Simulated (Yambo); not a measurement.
K2PtBr6 (space group Fm-3m, No. 225); a = b = c = 7.3313 Å, α = β = γ = 60.00°. With the G0W0 scissor the direct gap on the mesh is 2.98 eV.

Problem. Can the lowest exciton of this BSE run be trusted, and with what binding energy? (Yambo, LDA bands; 4×4×4 mesh, 20 valence and 5 conduction bands, static screening with 140 bands and a 3 Ry block, scissor 2.04 eV, Tamm-Dancoff.)

Solution. The mesh holds a bound state, but the numbers are provisional. These are vertical excitations (zero momentum). The lowest state lies at 2.41 eV (dark for light along x, 3 states within 2 meV), the direct quasiparticle gap on this mesh at 2.98 eV. Its binding energy, counted from that gap, is 0.57 eV; it spreads over about 34 k points of the mesh. Convergence with the mesh was not shown. All of the lowest states computed are dark for this polarisation. The scissor comes from a G0W0 run whose convergence isn't established. Without spin-orbit coupling, band edges of such heavy elements can be off by tenths of an eV.

Geometry of the Materials Project entry, not relaxed at this level.
